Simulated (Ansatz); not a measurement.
Method: Ansatz 0.2.0, DFT PBE, scalar-relativistic, plane waves, PAW. Settings: cutoff 420 eV, Γ-centred meshes spaced at most about 0.3 Å⁻¹, and about 0.25 Å⁻¹ or finer for metals (2π included), Gaussian smearing. No spin polarisation in the final relaxations.

These are static total energies at zero pressure. All come from trial cells, and lower structures may exist.

Task: Which of these relaxed structures of ScSbTe₄ is the lowest in energy?
A.

```
CELL_PARAMETERS angstrom
5.07208 0.00000 0.00000
0.00000 5.07208 0.00000
0.00000 0.00000 7.43723
ATOMIC_POSITIONS crystal
Sc 0.50000 0.50000 0.50000
Sb 0.00000 0.00000 0.00000
Te 0.50000 0.00000 0.73084
Te 0.00000 0.50000 0.26916
Te 0.50000 0.00000 0.26916
Te 0.00000 0.50000 0.73084
```

B.

```
CELL_PARAMETERS angstrom
0.00000 4.44998 4.44998
4.44998 0.00000 4.44998
4.44998 4.44998 0.00000
ATOMIC_POSITIONS crystal
Sc 0.25000 0.25000 0.25000
Sb 0.00000 0.00000 0.00000
Te 0.12560 0.62480 0.62480
Te 0.62480 0.62480 0.62480
Te 0.62480 0.62480 0.12560
Te 0.62480 0.12560 0.62480
```

C.

```
CELL_PARAMETERS angstrom
6.12434 0.00000 0.00000
-3.06217 5.30384 0.00000
0.00000 0.00000 5.51230
ATOMIC_POSITIONS crystal
Sc 0.66667 0.33333 0.00000
Sb 0.00000 0.00000 0.00000
Te 0.33333 0.66667 0.00000
Te 0.50204 0.49796 0.50000
Te 0.50204 0.00409 0.50000
Te 0.99591 0.49796 0.50000
```

Result: A. It has space group P4/mmm (No. 123); the next, C, with space group P-6m2 (No. 187), lies 0.45 eV/atom higher. Counting Sb or Te atoms around Sc (for each partner element, those within 1.25 times its shortest distance or 1.15 times the sum of covalent radii, where it is the nearest in units of that sum or under 1.3), the lowest has Sc 8 and the next has Sc 12. The next holds Te–Te nets (shortest 3.02 Å); in the lowest the shortest Te–Te distance is 3.43 Å.

These runs have no spin–orbit coupling, which can matter for Sb and Te. Cells relaxed within their symmetry can be saddle points. Some types were kept out of the candidates beforehand, so the set may lack a known form.
